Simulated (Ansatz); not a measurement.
AlCo (CsCl type, Pm-3m) at seven volumes, PBE (plane waves, PAW; program Ansatz), scaled uniformly. One row is withheld.

| V (Å³/atom) | P (GPa) |
|---|---|
| 10.555 | ? |
| 10.903 | 12.64 |
| 11.251 | 5.81 |
| 11.599 | -0.01 |
| 11.947 | -4.99 |
| 12.295 | -9.23 |
| 12.643 | -12.85 |

Task: Fit the shown pressures and predict the withheld one.

Result: P = (3/2)B₀(x^(7/2) − x^(5/2))[1 + (3/4)(B′ − 4)(x − 1)] with x = (V₀/V)^(2/3). Least squares on the six rows gives V₀ = 11.598 Å³/atom, B₀ = 179 GPa, B′ = 4.29. At V = 10.555, x = 1.0648 and P = 20.66 GPa. The run itself gave 20.66 GPa.

The PBE relaxation kept the symmetry of its start. The workflow began spin-polarised and lost its moments.

Potentials: the later of the program's two PAW sets.
